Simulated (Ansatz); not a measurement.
Kick test of a cell of HfSi2O6

The structure comes from a generated guess, relaxed at this level; another structure or a mixture of phases may lie lower.

The calculation used DFT PBE, scalar-relativistic, plane waves, PAW in Ansatz 0.2.0. Settings: cutoff 420 eV, Γ-centred mesh 6×6×4 on the computed 9-atom cell, Gaussian smearing of 0.02 eV; no spin polarisation.

The cell below (9 atoms, space group C2 (No. 5)) is relaxed within its symmetry.

```yaml
crystal:
  lattice:
    - [4.95536, -2.50794, 0.00000]
    - [4.95536, 2.50794, 0.00000]
    - [-0.17645, 0.00000, 5.88222]
  atoms:
    - { symbol: Hf, position: [0.45879, 0.54121, 0.00000] }
    - { symbol: Si, position: [0.51940, 0.98656, 0.65518] }
    - { symbol: Si, position: [0.01344, 0.48060, 0.34482] }
    - { symbol: O, position: [0.79160, 0.42957, 0.20228] }
    - { symbol: O, position: [0.30484, 0.15509, 0.43188] }
    - { symbol: O, position: [0.57043, 0.20840, 0.79772] }
    - { symbol: O, position: [0.12594, 0.62858, 0.18263] }
    - { symbol: O, position: [0.84491, 0.69516, 0.56812] }
    - { symbol: O, position: [0.37142, 0.87406, 0.81737] }
```

For the test it was strained at random (σ = 1.5 % a component), the atoms were moved at random (σ = 0.10 Å), and all was relaxed again on a coarse 4×4×2 mesh (in the run’s order of axes) with 0.10 eV smearing, with no symmetry imposed.

Spin–orbit coupling, which can matter for Hf, is left out.

Question: Is the structure stable against such a distortion?

Answer: It returns, within 1 meV/atom of the unmoved cell on that mesh and with the same symmetry when read at 0.1 Å (P1 at 0.01 Å, so small strains and shifts remain). So it is stable against the distortions that fit this cell and that this random move excites. Modes that don't fit the cell aren't tested.
